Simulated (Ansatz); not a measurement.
# Bands of TiSi₂

```
Ti Si
1.0
     0.00000    4.11800    4.26150
     2.38650    0.00000    4.26150
     2.38650    4.11800    0.00000
Ti Si
2 4
Direct
  0.75000 0.75000 0.75000
  0.50000 0.50000 0.50000
  0.08300 0.41700 0.08300
  0.41700 0.08300 0.41700
  0.16700 0.83300 0.16700
  0.83300 0.16700 0.83300
```

Atom numbers follow the list: Ti1, Ti2, Si3, Si4, Si5, Si6.

The cell is COD entry 1010453, as deposited and not checked against the literature; nothing was relaxed. It is an old determination, and later ones may differ.

Theory: Ansatz 0.2.0, DFT, PBEsol, all-electron LAPW, scalar-relativistic.

The runs use a Γ-centred 8×8×8 k mesh, Fermi–Dirac smearing of 0.08 eV, basis error target 0.5 meV/atom, no spin polarisation.

Points in fractions of the reciprocal vectors of this cell: Γ (0, 0, 0), Y (0.5, 0, 0.5), T (1, 0.5, 0.5), Z (0.5, 0.5, 0), Σ0 (0, 0.412, 0.412), U0 (1, 0.588, 0.588). The path joins them by straight lines in the order Γ–Y–T–Z–Γ–Σ0–U0–T–Y; legs that retrace an earlier one aren't tabulated. Energies are in eV from the Fermi level.

Q: List the levels at Σ0 between -5 and 3 eV.

A: -3.49, -2.52, -2.06, -1.38, -0.44, 0.01, 0.08, 0.82, 0.99, 1.82, 2.58.

Q: List the levels at Z between -5 and 3 eV.

A: -4.97 (×2), -4.89 (×2), -3.00 (×2), -1.60 (×2), -1.04 (×2), 0.80 (×2).

Q: List the levels at U0 between -5 and 3 eV.

A: -3.49, -2.52, -2.06, -1.38, -0.44, 0.01, 0.08, 0.82, 0.99, 1.82, 2.58.

Q: What is the band gap?

A: none: bands cross the Fermi level, a metal.
